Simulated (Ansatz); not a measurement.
Pb (fcc, Cu type), conventional cell a = b = c = 5.034 Å, α = β = γ = 90.00°. The calculation uses the primitive cell of 1 atom, to which meshes and values per cell refer.

Two coordinates are scanned: the volume, and the ratio of the stretch along z (the conventional c axis) to the stretch across it. Atoms keep their fractional coordinates.

Calculation: PBE (plane waves to 420 eV, PAW, scalar-relativistic; Ansatz, a program for electronic structure). k mesh 16×16×16 (Γ-centred), Fermi-Dirac smearing 0.05 eV. Compression counts positive. With partly filled bands, the response to shear is sensitive to the k mesh, so small differences along c/a are uncertain. Pb was relaxed with its symmetry unable to fall. Spin-orbit coupling is left out, though Pb is heavy. The relaxed volume of Pb is well above the measured one; the method has no dispersion term. 

Question: Give the computed P (GPa) at all points of the grid V/V₀ = 0.960, 0.973, 0.987, 1.000, 1.013, 1.027, 1.040 by (c/a)/(c/a)₀ = 0.880, 0.920, 0.960, 1.000, 1.040, 1.080, 1.120.

Answer: P (GPa), with V/V₀ across and (c/a)/(c/a)₀ down:

```tsv
(c/a)/(c/a)₀ \ V/V₀	0.960	0.973	0.987	1.000	1.013	1.027	1.040
0.880	1.9	1.3	0.7	0.1	-0.4	-0.8	-1.3
0.920	1.9	1.2	0.7	0.1	-0.4	-0.9	-1.3
0.960	1.9	1.2	0.6	0.0	-0.5	-1.0	-1.4
1.000	1.8	1.2	0.6	0.0	-0.5	-1.0	-1.4
1.040	1.9	1.2	0.6	0.0	-0.5	-0.9	-1.4
1.080	2.0	1.3	0.7	0.2	-0.4	-0.8	-1.3
1.120	2.1	1.5	0.9	0.3	-0.2	-0.7	-1.2
```

(Under strain, the slope of the energy per volume gives the stress and its curvature an elastic modulus.)
